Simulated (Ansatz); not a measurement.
## Computed properties of MgZnO2

MgZnO2:
```
MgZnO2
1.0
    3.22429     0.00000     0.00000
   -1.61214     2.79231     0.00000
    0.00000     0.00000     5.05807
Mg Zn O
1 1 2
Cartesian
  0.00000   1.86154   2.51029
  1.61214   0.93077   0.01250
  0.00000   1.86154   4.47624
  1.61214   0.93077   1.96383
```

Space group P3m1 (No. 156); conventional cell a = b = 3.224 Å, c = 5.058 Å, α = β = 90.00°, γ = 120.00°.

Method: LDA in the plane-wave PAW code Ansatz. Geometry: relaxed at this level of theory. Other levels are named where they apply.

**Cell and energy**

- Volume per atom: 11.38 Å³
- Density: 4.44 g/cm³
- Formation energy from the elements (no fitted shifts): -2.16 eV/atom

**Electronic structure**

Band gap: 1.83 eV (smallest direct gap 1.83 eV)
Valence-band maximum: on the Γ–A line, 4 % of the way from Γ
Conduction-band minimum: at Γ
Electron effective mass: 0.25, 0.25, 0.27 mₑ (principal values)

**Mechanics**

- Elastic constants (relaxed ions, GPa) = C11 = 215, C12 = 125, C13 = 110, C14 = 1.1, C33 = 182, C44 = 44.8
- Mechanical stability = stable (all eigenvalues of C positive)
- Hill bulk and shear moduli = 144 and 44.5 GPa
- Young's modulus = 121 GPa
- Poisson's ratio = 0.36
- Debye temperature from the elastic constants = 472 K
- Piezoelectric stress constants (proper, relaxed ions, C/m²) = e15 = e24 = -0.48, e31 = e32 = -0.64, e33 = 1.60

**Dielectric response**

- Electronic dielectric constant ε∞ (DFPT) = 3.77 (xx = yy), 3.73 (zz)
- Static dielectric constant ε0 (ions relaxed, cell fixed) = 7.21 (xx = yy), 7.79 (zz)
- Born charges (a third of the trace) = Mg +1.87, Zn +2.01, O -2.03 to -1.84 e
- Largest static χ(2) component = 23 pm/V

**Phonons**

- Highest zone-centre frequency (without LO–TO term): 554 cm⁻¹
- Zone-centre stability: no imaginary mode at Γ
- Dynamical stability on the path: stable (no imaginary branch)
- Zero-point energy: 67.8 meV/atom
- Vibrational entropy at 300 K: 18.5 J/(K·mol of atoms)

The first step of the workflow began from a Materials Project structure, measured or hypothetical; the Crystallography Open Database copy checked does not list it. With Mg and Zn taken as one species the cell has the higher symmetry P6_3mc, so it may be an ordered model of a mixed-site phase. Whether it is the stable phase at ambient conditions was not checked. Symmetry was held in the LDA relaxation. Signs of piezoelectric constants follow the polarity of the cell as given. The references are the lowest solids computed at this level, not always the standard phases (solids in place of the gases).

Potentials: the later of the program's two PAW sets.
